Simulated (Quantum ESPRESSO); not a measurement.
Simulation results for AlInGa2P4 (made-up cell)

Computed with Quantum ESPRESSO 7.5. Calculation on a made-up crystal cell, not a measurement: periodic Kohn-Sham density functional theory in plane waves with PseudoDojo standard norm-conserving scalar-relativistic pseudopotentials, each functional with its own files (v0.5 for PBE, v0.4.1 for LDA and PBEsol), no spin polarisation, no spin-orbit coupling, atoms not relaxed, stress positive in tension, energies less a fixed whole-eV offset for each atom's element; levels are Kohn-Sham levels at fractions of this cell's reciprocal vectors, counted from the reference band (half the neutral cell's valence electrons, rounded up) at Gamma; error bars cover cutoff and k-mesh only, not smearing or the files; added strain carries the atoms with the cell, and shear is the tensor component; each bar is the largest change over components, and at least 0.002 eV, 0.002 eV per angstrom or 0.02 GPa; energies are for the whole cell, and the offsets were chosen from early runs and are not element reference energies.

Settings shared by all entries: lattice type zincblende/diamond; functional pbe; cutoff 1088 eV; fermi dirac smearing 0.025 eV; scf tolerance 1e-07 eV; electrons removed 0; added strain kind zz; k mesh 4 x 4 x 4, shifted by half a step.

(1) AlInGa2P4 (made-up cell)

Unstrained structure:
```cif
# cell vector a (Å): 5.7985 -0.0044 -0.0213
# cell vector b (Å): -0.0044 5.7732 0.0247
# cell vector c (Å): -0.0213 0.0247 5.6802
data_AlInGa2P4
_symmetry_space_group_name_H-M 'P 1'
_symmetry_Int_Tables_number 1
_cell_length_a 5.7985
_cell_length_b 5.7733
_cell_length_c 5.6803
_cell_angle_alpha 89.506
_cell_angle_beta 90.426
_cell_angle_gamma 90.088
_cell_volume 190.14
loop_
_atom_site_label
_atom_site_type_symbol
_atom_site_fract_x
_atom_site_fract_y
_atom_site_fract_z
_atom_site_occupancy
Ga1 Ga 0.00095 0.00311 0.99029 1
Al1 Al 0.00325 0.50306 0.49923 1
Ga2 Ga 0.51195 0.01498 0.50143 1
In1 In 0.49462 0.48856 0.00130 1
P1 P 0.25111 0.24879 0.24702 1
P2 P 0.24775 0.74115 0.74360 1
P3 P 0.74692 0.24384 0.74333 1
P4 P 0.73793 0.74863 0.25699 1
```

It was run with added strain -0.0213 and structure shown before the added strain of -0.0213.

The calculation gives: free energy less offsets -1.632 eV; smearing term minus ts 0 eV; scf iterations 10; pressure -2.121 GPa; stress xx 3.077 GPa; stress yy 2.796 GPa; stress zz 0.4907 GPa; stress yz 0.382 GPa; stress xz -0.6121 GPa; stress xy -0.7465 GPa; error bar energy 0.00772 eV; error bar stress 0.02 GPa; error bar force 0.002 eV/Å; error bars from tighter rerun of a related cell.

Atoms:
```csv
atoms element,atom site,atom energy offset (eV)
Ga,1,-2080
Al,2,-64
Ga,3,-2080
In,4,-1808
P,5,-189
P,6,-189
P,7,-189
P,8,-189
```

Forces:
```csv
site,x (eV/Å),y (eV/Å),z (eV/Å)
1,-0.08675,-0.6219,0.3145
2,-0.3306,-0.1309,-0.2722
3,-0.7631,-0.9485,-0.3481
4,0.5069,0.6125,-0.3321
5,-1.317,-0.9768,1.164
6,-0.4681,1.241,-0.5337
7,1.236,0.1185,-0.2684
8,1.223,0.7063,0.2766
```

(2) AlInGa2P4 (made-up cell)

The structure is that of entry 1.

Settings of this run: added strain -0.0008 and structure shown before the added strain of -0.0008.

The calculation gives: free energy less offsets -1.597 eV; smearing term minus ts 0 eV; scf iterations 10; pressure -3.319 GPa; stress xx 3.899 GPa; stress yy 3.635 GPa; stress zz 2.422 GPa; stress yz 0.409 GPa; stress xz -0.5184 GPa; stress xy -0.6906 GPa; error bar energy 0.00772 eV; error bar stress 0.02 GPa; error bar force 0.002 eV/Å; error bars from tighter rerun of a related cell.

Atoms:
```csv
atoms element,atom site,atom energy offset (eV)
Ga,1,-2080
Al,2,-64
Ga,3,-2080
In,4,-1808
P,5,-189
P,6,-189
P,7,-189
P,8,-189
```

Forces:
```csv
site,x (eV/Å),y (eV/Å),z (eV/Å)
1,-0.09007,-0.5952,0.3043
2,-0.3134,-0.1145,-0.2606
3,-0.7147,-0.9017,-0.3374
4,0.461,0.5807,-0.3181
5,-1.233,-0.899,1.112
6,-0.443,1.151,-0.5031
7,1.16,0.1201,-0.26
8,1.173,0.6587,0.2633
```

(3) AlInGa2P4 (made-up cell)

The structure is that of entry 1.

It was run with added strain 0.0055 and structure shown before the added strain of 0.0055.

The calculation gives: free energy less offsets -1.577 eV; smearing term minus ts 0 eV; scf iterations 10; pressure -3.661 GPa; stress xx 4.121 GPa; stress yy 3.862 GPa; stress zz 2.998 GPa; stress yz 0.4159 GPa; stress xz -0.4904 GPa; stress xy -0.6732 GPa; error bar energy 0.00772 eV; error bar stress 0.02 GPa; error bar force 0.002 eV/Å; error bars from tighter rerun of this cell.

Atoms:
```csv
atoms element,atom site,atom energy offset (eV)
Ga,1,-2080
Al,2,-64
Ga,3,-2080
In,4,-1808
P,5,-189
P,6,-189
P,7,-189
P,8,-189
```

Forces:
```csv
site,x (eV/Å),y (eV/Å),z (eV/Å)
1,-0.09092,-0.5872,0.3012
2,-0.3085,-0.1096,-0.2577
3,-0.7003,-0.8877,-0.3345
4,0.4473,0.571,-0.3121
5,-1.208,-0.8756,1.097
6,-0.4358,1.125,-0.4952
7,1.137,0.1202,-0.2589
8,1.158,0.6442,0.2604
```

(4) AlInGa2P4 (made-up cell)

The structure is that of entry 1.

Settings of this run: added strain 0.0129 and structure shown before the added strain of 0.0129.

The calculation gives: free energy less offsets -1.548 eV; smearing term minus ts 0 eV; scf iterations 10; pressure -4.049 GPa; stress xx 4.367 GPa; stress yy 4.114 GPa; stress zz 3.667 GPa; stress yz 0.4243 GPa; stress xz -0.4591 GPa; stress xy -0.6545 GPa; error bar energy 0.00772 eV; error bar stress 0.02 GPa; error bar force 0.002 eV/Å; error bars from tighter rerun of a related cell.

Atoms:
```csv
atoms element,atom site,atom energy offset (eV)
Ga,1,-2080
Al,2,-64
Ga,3,-2080
In,4,-1808
P,5,-189
P,6,-189
P,7,-189
P,8,-189
```

Forces:
```csv
site,x (eV/Å),y (eV/Å),z (eV/Å)
1,-0.09208,-0.5777,0.2966
2,-0.3025,-0.1037,-0.2525
3,-0.6836,-0.8719,-0.3303
4,0.432,0.5597,-0.3074
5,-1.178,-0.8487,1.079
6,-0.4274,1.093,-0.4853
7,1.111,0.1213,-0.2559
8,1.141,0.6274,0.2563
```

(5) AlInGa2P4 (made-up cell)

The structure is that of entry 1.

Settings of this run: added strain 0.0175 and structure shown before the added strain of 0.0175.

Results for AlInGa2P4 (made-up cell): free energy less offsets -1.527 eV; smearing term minus ts 0 eV; scf iterations 10; pressure -4.283 GPa; stress xx 4.511 GPa; stress yy 4.262 GPa; stress zz 4.076 GPa; stress yz 0.4287 GPa; stress xz -0.44 GPa; stress xy -0.6435 GPa; error bar energy 0.00772 eV; error bar stress 0.02 GPa; error bar force 0.002 eV/Å; error bars from tighter rerun of a related cell.

Atoms:
```csv
atoms element,atom site,atom energy offset (eV)
Ga,1,-2080
Al,2,-64
Ga,3,-2080
In,4,-1808
P,5,-189
P,6,-189
P,7,-189
P,8,-189
```

Forces:
```csv
site,x (eV/Å),y (eV/Å),z (eV/Å)
1,-0.09226,-0.5719,0.2944
2,-0.2993,-0.1002,-0.2501
3,-0.6734,-0.8621,-0.3282
4,0.4217,0.553,-0.3043
5,-1.161,-0.8324,1.067
6,-0.4218,1.074,-0.4787
7,1.096,0.122,-0.255
8,1.13,0.6173,0.2548
```

(6) AlInGa2P4 (made-up cell)

The structure is that of entry 1.

It was run with added strain 0.0203 and structure shown before the added strain of 0.0203.

Results for AlInGa2P4 (made-up cell): free energy less offsets -1.513 eV; smearing term minus ts 0 eV; scf iterations 10; pressure -4.423 GPa; stress xx 4.596 GPa; stress yy 4.349 GPa; stress zz 4.323 GPa; stress yz 0.4318 GPa; stress xz -0.4278 GPa; stress xy -0.6363 GPa; error bar energy 0.00772 eV; error bar stress 0.02 GPa; error bar force 0.002 eV/Å; error bars from tighter rerun of a related cell.

Atoms:
```csv
atoms element,atom site,atom energy offset (eV)
Ga,1,-2080
Al,2,-64
Ga,3,-2080
In,4,-1808
P,5,-189
P,6,-189
P,7,-189
P,8,-189
```

Forces:
```csv
site,x (eV/Å),y (eV/Å),z (eV/Å)
1,-0.09271,-0.5684,0.2923
2,-0.2972,-0.098,-0.2487
3,-0.667,-0.8561,-0.3265
4,0.4159,0.5488,-0.3021
5,-1.15,-0.8222,1.061
6,-0.4188,1.063,-0.4754
7,1.086,0.122,-0.2543
8,1.124,0.6109,0.254
```
